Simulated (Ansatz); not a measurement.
Consider the following.

Al₂Pt:
```yaml
crystal:
  lattice:
    - [0.00000, 2.95207, 2.95207]
    - [2.95207, 0.00000, 2.95207]
    - [2.95207, 2.95207, 0.00000]
  atoms:
    - { symbol: Al, position: [0.25000, 0.25000, 0.25000] }
    - { symbol: Al, position: [0.75000, 0.75000, 0.75000] }
    - { symbol: Pt, position: [0.00000, 0.00000, 0.00000] }
```

This is the r²SCAN-relaxed structure.

Problem. All from the program Ansatz at the r²SCAN level (PAW), unless another level is named. Predict the density of states at the Fermi level.

Solution. 0.38 states/eV per atom (mean over ±0.08 eV).

Problem. Give the formation energy from the elements (no fitted shifts).

Solution. -0.97 eV/atom.

Space group Fm-3m (fluorite or antifluorite type). The r²SCAN relaxation kept the symmetry of its start. No spin polarisation was allowed. The references are the lowest solids computed at this level, not always the standard phases. Spin–orbit coupling is left out wherever it is not named.

Potentials: the later of the program's two PAW sets.
